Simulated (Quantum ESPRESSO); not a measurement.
## TiIn3O5N (convergence and cost over cutoff and k mesh)

Computed values, not a measurement. The program is pw.x of Quantum ESPRESSO 7.5 (plane-wave density functional theory). The cell is made up: 10 atoms on a corundum lattice, with randomly drawn elements, strain and displacements, not relaxed. PseudoDojo standard norm-conserving files (v0.5 for PBE, v0.4.1 for LDA and PBEsol) set the functional; there is no spin polarisation, spin-orbit coupling or dispersion term, and the masses in the input are unused placeholders.

Input of the run in row 2:

```
&control calculation='scf', pseudo_dir='./dojo.nc.sr.pbe.v0_5.standard.upf', outdir='./o', disk_io='low', tprnfor=.true., tstress=.true. /
&system ibrav=0, nat=10, ntyp=4, nbnd=49, ecutwfc=84.00895049, nosym=.true., tot_charge=0,
 occupations='smearing', smearing='fd', degauss=0.0018374661
/
&electrons conv_thr=7.350e-09, electron_maxstep=60, /
ATOMIC_SPECIES
In 1.0 In.upf
N 1.0 N.upf
O 1.0 O.upf
Ti 1.0 Ti.upf
CELL_PARAMETERS angstrom
2.7367 1.5191 4.8201
-2.6822 1.5213 4.7885
0.0291 -3.2683 4.8789
ATOMIC_POSITIONS angstrom
Ti -0.0056 -0.113 5.1642
In -0.0683 -0.12 2.2224
In 0.1946 -0.1797 9.3756
In 0.0744 -0.1576 12.3986
O -1.0852 1.4888 8.4435
O -0.7363 -1.9552 8.3938
O 2.0122 -0.0405 8.4011
O 1.1153 -1.6913 6.0932
N 0.9522 1.7113 5.7747
O -1.9215 -0.1772 6.0457
K_POINTS automatic
5 5 5 1 1 1
```

The same cell was run at these settings. Meshes are shifted by half a step, and differences are from the last row, which is itself not exact.

```
cutoff (eV)     k mesh  k points solved  threshold (eV)  free energy less the last row's (eV)  pressure (GPa)  largest stress difference (GPa)  largest force difference (eV/Å)  iterations  wall time (s)  k-point pools              processor
        800  2 x 2 x 2                4           1e-04                                 1.026           -4.74                            10.61                            0.069          12             12              4  AMD EPYC, Zen 5 class
       1143  5 x 5 x 5               63           1e-07                                 0.003            5.55                             0.03                            0.000          15            192              4  AMD EPYC, Zen 5 class
       1437  7 x 7 x 7              172           1e-07                                 0.000            5.57                             0.00                            0.000          15            473              4  AMD EPYC, Zen 5 class
```

Each pool is one process. Wall times include start-up and a band step at six k points, which weighs most on the coarsest meshes. The runs were on shared virtual cores whose load varied, so times are rough.